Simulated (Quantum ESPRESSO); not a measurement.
pw.x input (Quantum ESPRESSO 7.5; PBEsol, PseudoDojo standard norm-conserving files, scalar-relativistic):

```
&CONTROL
  calculation = 'scf'
  pseudo_dir = './pseudo'
  outdir = './out'
  tprnfor = .true.
  tstress = .true.
/
&SYSTEM
  ibrav = 0
  nat = 12
  ntyp = 4
  ecutwfc = 88.0
  ecutrho = 352.0
  occupations = 'smearing'
  smearing = 'fd'
  degauss = 0.002
  nbnd = 57
/
&ELECTRONS
  conv_thr = 1.2e-09
/
ATOMIC_SPECIES
O 15.9990 O.upf
F 18.9984 F.upf
Na 22.9898 Na.upf
Mo 95.9500 Mo.upf
CELL_PARAMETERS angstrom
  6.657780000000   0.000000000000   0.000000000000
  0.000000000000   3.760760000000   0.000000000000
 -2.490331000000   0.000000000000   6.875863000000
ATOMIC_POSITIONS crystal
O   0.362130000000   0.250000000000   0.760260000000
O   0.637870000000   0.750000000000   0.239740000000
O   0.790680000000   0.250000000000   0.945220000000
O   0.209320000000   0.750000000000   0.054780000000
O   0.410680000000   0.250000000000   0.372500000000
O   0.589320000000   0.750000000000   0.627500000000
F   0.864100000000   0.250000000000   0.599660000000
F   0.135900000000   0.750000000000   0.400340000000
Na   0.911270000000   0.250000000000   0.295100000000
Na   0.088730000000   0.750000000000   0.704900000000
Mo   0.603110000000   0.250000000000   0.713980000000
Mo   0.396890000000   0.750000000000   0.286020000000
K_POINTS automatic
4 8 4 0 0 0
```

End of the output:

```

[...]
     the Fermi energy is     4.6923 ev
!    total energy              =    -760.32316565 Ry
     estimated scf accuracy    <          1.7E-10 Ry
     smearing contrib. (-TS)   =       0.00000000 Ry
     internal energy E=F+TS    =    -760.32316565 Ry
     The total energy is F=E-TS. E is the sum of the following terms:
     one-electron contribution =    -449.67934039 Ry
     hartree contribution      =     260.62446541 Ry
     xc contribution           =    -138.35243607 Ry
     ewald contribution        =    -432.91585460 Ry
     convergence has been achieved in  14 iterations
     Forces acting on atoms (cartesian axes, Ry/au):
     atom    1 type  1   force =     0.05166709    0.00000000   -0.01379261
     atom    2 type  1   force =    -0.05166709    0.00000000    0.01379261
     atom    3 type  1   force =    -0.02158578    0.00000000   -0.04845735
     atom    4 type  1   force =     0.02158578   -0.00000000    0.04845735
     atom    5 type  1   force =     0.00350910    0.00000000   -0.00763862
     atom    6 type  1   force =    -0.00350910    0.00000000    0.00763862
     atom    7 type  2   force =    -0.01516963    0.00000000    0.00490989
     atom    8 type  2   force =     0.01516963    0.00000000   -0.00490989
     atom    9 type  3   force =    -0.00262679    0.00000000   -0.00085657
     atom   10 type  3   force =     0.00262679    0.00000000    0.00085657
     atom   11 type  4   force =    -0.01425335    0.00000000    0.02832212
     atom   12 type  4   force =     0.01425335    0.00000000   -0.02832212
     Total force =     0.118420     Total SCF correction =     0.000076
     Computing stress (Cartesian axis) and pressure
          total   stress  (Ry/bohr**3)                   (kbar)     P=      -71.22
  -0.00054272   0.00000000  -0.00001765          -79.84        0.00       -2.60
   0.00000000  -0.00045176   0.00000000            0.00      -66.46        0.00
  -0.00001765   0.00000000  -0.00045804           -2.60        0.00      -67.38
```
In a gapped system the printed Fermi energy is only some level inside the gap.

Spin-orbit coupling is not included.

Geometry of the Materials Project entry, not relaxed at this level.
